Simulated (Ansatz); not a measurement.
Co₃Ge₂ in space group P-6m2 (No. 187; Co on 2i, Co on 1b, Ge on 1a, Ge on 1d) at seven volumes, the program Ansatz at the r²SCAN level (PAW), shape and atoms relaxed at each. One row is withheld.

```csv
V (Å³/atom),P (GPa)
11.612,20.32
11.995,12.34
12.378,5.54
12.761,0.00
13.144,-4.41
13.527,-8.06
13.909,?
```

Q: Fit the shown pressures and predict the withheld one.

A: P = (3/2)B₀(x^(7/2) − x^(5/2))[1 + (3/4)(B′ − 4)(x − 1)] with x = (V₀/V)^(2/3). Least squares on the six rows gives V₀ = 12.767 Å³/atom, B₀ = 165 GPa, B′ = 5.63. At V = 13.909, x = 0.9445 and P = -11.10 GPa. The run itself gave -11.10 GPa.

The first step of the workflow began from a Materials Project structure, measured or hypothetical; the Crystallography Open Database copy checked does not list it. Whether it is the stable phase at ambient conditions was not checked. Symmetry was held in the r²SCAN relaxation; its stability against distortions is not shown here. Spin order of the final state: ferromagnetic, the only order run, not a proven ground state. Other orbital occupations within this spin state were not tried.

Potentials: the later of the program's two PAW sets.
